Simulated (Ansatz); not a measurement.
**Stress against strain in Pd**

```yaml
crystal:
  lattice:
    - [0.00000, 1.94490, 1.94490]
    - [1.94490, 0.00000, 1.94490]
    - [1.94490, 1.94490, 0.00000]
  atoms:
    - { symbol: Pd, position: [0.00000, 0.00000, 0.00000] }
```

The conventional cell has a = 3.890 Å, b = 3.890 Å, c = 3.890 Å, α = 90.00°, β = 90.00°, γ = 90.00°. Pd (atom 1) has 12 Pd at 2.75 Å as nearest neighbours.

The cell is COD entry 9008478, as deposited and not checked against the literature; nothing was relaxed.

Spin polarisation is left out, and whether a magnetic state lies lower isn't shown here.

Level of theory: DFT, PBEsol, all-electron LAPW, scalar-relativistic in Ansatz 0.2.0.

Numerical set-up: a Γ-centred 18×18×18 k mesh, Fermi–Dirac smearing of 0.05 eV, basis error target 0.25 meV/atom, no spin polarisation.

The strain is applied along the Cartesian axes of the cell as listed (γ is the engineering shear, twice εxy = εyz = εzx). Fractional coordinates are held (clamped ions).

σ is the change of stress from the unstrained cell, which is at -2.26 GPa; tension is positive, so slopes are stress–strain coefficients at that pressure. In a metal the k mesh adds noise.

Only quantities that a quadratic follows smoothly over the whole series are listed; rougher ones are left out.

```csv
γ,σxy (GPa)
-0.0200,-1.48
-0.0100,-0.73
0.0000,0.00
0.0200,1.50
```

Problem. Fit the series and read off the stiffness at zero strain.

Solution. Least-squares fits y = p0 + p1 x + p2 x² to the rows give σxy (GPa): p1 = 74.4, p2 = 14. So C44 (clamped ions) = 74 GPa.

Problem. One run, at γ = 0.0100, is withheld. Predict its row.

Solution. The fits give 0.75; the run gave 0.74.
